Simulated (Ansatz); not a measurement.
Input and command of a plane-wave DFT calculation in Ansatz:

```yaml
crystal:
  lattice:
    - [2.4320087326, -2.6473542549, 0.0]
    - [-2.4320087326, 0.0, -4.5885893283]
    - [4.8640174651, 5.2947085098, 0.0]
  atoms:
    - { symbol: Si, position: [0.2702830718, 0.0, 0.3648584641] }
    - { symbol: Si, position: [0.2702830718, 0.0, 0.8648584641] }
    - { symbol: Si, position: [0.7297169282, 0.0, 0.1351415359] }
    - { symbol: Si, position: [0.7297169282, 0.0, 0.6351415359] }
    - { symbol: Si, position: [0.2255748048, 0.4511496095, 0.1127874024] }
    - { symbol: Si, position: [0.2255748048, 0.4511496095, 0.6127874024] }
    - { symbol: Si, position: [0.7744251952, 0.5488503905, 0.3872125976] }
    - { symbol: Si, position: [0.7744251952, 0.5488503905, 0.8872125976] }
basis:
  ecutwfc: 420
kpoints:
  mp_grid: { grid: [10, 8, 6] }
hamiltonian:
  xc: lda
scf:
  occupations: { method: gaussian, width: 0.15 }
output:
  forces: true
  stress: true
  eigenvalues: true
```

```bash
ansatz run input.yaml --threads 2 --pin off --max-ram 5120MiB --backend cpu --events-out ev --progress --plain --runs-dir out
```

Processor: Oxide Virtual Turin-like Processor (Zen 5), 2 threads, on a host shared with other jobs.

Q: Estimate time, memory and problem size.

A: About 15 s on 2 threads of Oxide Virtual Turin-like Processor (Zen 5) (shared host), peak memory 0.78 GiB. It solves 24 bands at 244 k points (the mesh reduced by symmetry) with about 2289 plane waves, in 6 SCF iterations.
